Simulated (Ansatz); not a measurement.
KMgF3 (cubic perovskite, Pm-3m), a = 3.984 Å, b = 3.984 Å, c = 3.984 Å, α = 90.00°, β = 90.00°, γ = 90.00°.

Relaxed with r²SCAN.

Problem. Tabulate the valence density and the electron localisation function along the shortest K–Mg contact (3.45 Å), DFT-r²SCAN in the program Ansatz with PAW potentials.

Solution. 

| distance from K (Å) | density (e/Å³) | ELF |
|---|---|---|
| 0.35 | 4.03 | 0.78 |
| 0.52 | 3.09 | 0.86 |
| 0.69 | 1.82 | 0.88 |
| 0.86 | 0.86 | 0.83 |
| 1.04 | 0.36 | 0.67 |
| 1.21 | 0.15 | 0.27 |
| 1.38 | 0.07 | 0.04 |
| 1.55 | 0.04 | 0.01 |
| 1.73 | 0.04 | 0.01 |
| 1.90 | 0.04 | 0.02 |
| 2.07 | 0.05 | 0.02 |
| 2.24 | 0.06 | 0.02 |
| 2.42 | 0.07 | 0.01 |
| 2.59 | 0.13 | 0.03 |
| 2.76 | 0.54 | 0.19 |
| 2.93 | 3.91 | 0.35 |
| 3.10 | 13.19 | 0.27 |

The density is the valence pseudo-density with augmentation charge, so density and ELF within about 1 Å of a nucleus are not all-electron values.

Symmetry was held in the r²SCAN relaxation.

Potentials: the earlier of the program's two PAW sets. The files were generated under PBE; for other functionals the program regenerates the frozen cores, and for LDA and PBEsol the local potential too.
